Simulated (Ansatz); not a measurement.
Method: PBE, scalar-relativistic; no spin polarisation; PAW, 420 eV, Γ-centred 8×8×8 mesh, 0.05 eV Gaussian smearing; code Ansatz; PAW files: Ansatz's generated set soft_2.

A crystal of composition ScX2, relaxed at this level of theory, gives this pattern between 10° and 80°.

Cu Kα1 powder pattern (kinematic, no thermal factors).
```
2θ (°)  relative intensity
 21.58                   6
 24.97                  60
 35.61                 100
 42.02                   3
 43.98                  18
 51.24                  17
 56.23                   1
 57.82                  24
 63.96                  35
 75.40                  11
```

**Question.** Which lattice and cell does the pattern come from?

**Answer.** Cubic, space group Fm-3m (No. 225), a = 7.126 Å, b = 7.126 Å, c = 7.126 Å, α = 90.00°, β = 90.00°, γ = 90.00°. The line positions fix the lattice at most, not the space group, and lines under 1 % of the strongest aren't listed; this is the group of the computed cell.

The calculation on ScX2, where X is one element, gave:

| Property | Result |
| --- | --- |
| Band gap | zero (metallic) |
| Density of states at the Fermi level | about 0.9 states/(eV·atom) |
| Bader charges | Sc 1.55; X -0.77 e |
| Formation energy from the elements (0 K, uncorrected) | -0.78 eV/atom |
| Bulk modulus (Birch–Murnaghan) | 52 GPa |
| Pressure derivative B0′ | 4.3 |

Sites: Sc on 4a, X on 8c.

**Question.** Which element is X?
A. Sn
B. I
C. Te
D. Sb

**Answer.** C. X is Te, so the compound is ScTe2.

The start was a prototype's sites filled with these elements, not a measured cell.

These numbers lack spin–orbit coupling. The cell is a metal with an odd number of electrons, and spin polarisation wasn't tried.
